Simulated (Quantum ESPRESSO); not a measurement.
Field gradients of MgH₂ from PBE PAW (JTH datasets; density from pw.x of a modified build of Quantum ESPRESSO, gradients reconstructed from it by a script). The input of pw.x:

```
&CONTROL
  calculation = 'scf'
  prefix = 'x'
  pseudo_dir = './pseudo'
  outdir = './out'
  tprnfor = .true.
/
&SYSTEM
  ibrav = 0
  nat = 6
  ntyp = 2
  ecutwfc = 60
  ecutrho = 240
  occupations = 'fixed'
  nbnd = 16
/
&ELECTRONS
  conv_thr = 1e-11
/
ATOMIC_SPECIES
Mg 24.305 Mg.GGA_PBE-JTH.UPF
H 1.008 H.GGA_PBE-JTH.UPF
CELL_PARAMETERS angstrom
    4.431923100000     0.000000000000     0.000000000000
    0.000000000000     4.431923100000     0.000000000000
    0.000000000000     0.000000000000     3.052390800000
ATOMIC_POSITIONS crystal
Mg     0.500000000000     0.500000000000     0.500000000000
Mg     0.000000000000     0.000000000000     0.000000000000
H      0.695092092300     0.695092092300     0.000000000000
H      0.304907907700     0.304907907700     0.000000000000
H      0.804907907700     0.195092092300     0.500000000000
H      0.195092092300     0.804907907700     0.500000000000
K_POINTS automatic
5 5 7 0 0 0
```
The cell was made here from a computed Materials Project entry: strained by +2 % along the unique axis and by -1 % across it, atoms relaxed (PBE without dispersion, pw.x of Quantum ESPRESSO, symmetry kept). The parent is MgH2 in P4₂/mnm. Stability against distortions was not tested.

Vzz is the sum of three terms, each taken along its main axis: the smooth valence density, the ions (nucleus and frozen core) with the augmentation charges of all other spheres, and the all-electron minus smooth density in the atom's own sphere. The split hangs on the datasets.  Cores are frozen. Against all-electron runs on small test molecules, this scheme's |Vzz| missed by −3 to +1 % on H. Mg had no test against all-electron runs.

```tsv
site	smooth valence density	ions and other spheres	own sphere	Vzz (a.u.)
Mg (atoms 1, 2)	0.041	-0.033	[?]	[?]
H (atoms 3, 4, 5, 6)	0.138	-0.194	[?]	[?]
```

**Question.** Complete the blanks.

**Answer.** 
- Mg (atoms 1, 2), own sphere: 0.091
- Mg (atoms 1, 2), Vzz (a.u.): 0.099
- H (atoms 3, 4, 5, 6), own sphere: 0.000
- H (atoms 3, 4, 5, 6), Vzz (a.u.): -0.056
